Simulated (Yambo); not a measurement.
```
GaN
1.0
    3.08828     0.00000     0.00000
   -1.54414     2.67453     0.00000
    0.00000     0.00000     5.03110
N Ga
2 2
Direct
  0.66667   0.33333   0.87573
  0.33333   0.66667   0.37573
  0.66667   0.33333   0.49927
  0.33333   0.66667   0.99927
```

GaN (wurtzite, space group P6_3mc, No. 186) under isotropic strain of -3 % on all lattice vectors: mean Im ε in 1 eV windows above the direct gap of 3.69 eV, for different electron-hole kernels (Yambo, broadening 0.15 eV, PBE (stringent potentials; Quantum ESPRESSO, PseudoDojo norm-conserving, 114 Ry, without SOC) bands; 9×9×6 mesh, 5 valence and 2 conduction bands, static screening with 42 bands and a 4 Ry block, scissor 1.11 eV, Tamm-Dancoff; field along x).

```json
[
 {"window (eV)": "3.7 to 4.7", "independent quasiparticles": "0.8", "BSE": "1.6"},
 {"window (eV)": "4.7 to 5.7", "independent quasiparticles": "1.2", "BSE": "2.1"},
 {"window (eV)": "5.7 to 6.7", "independent quasiparticles": "1.9", "BSE": "4.4"},
 {"window (eV)": "6.7 to 7.7", "independent quasiparticles": "3.9", "BSE": "7.6"}
]
```

This run doesn't resolve bound excitons or single peaks, so only averages are given, and they too depend on the mesh; weight that the attraction moves below the gap isn't listed. All transitions below 8.64 eV are in the band window. The scissor comes from a G0W0 run whose convergence isn't established.

Spin-orbit splittings are left out.

Geometry strained from the cell relaxed with PBEsol, atoms relaxed again.
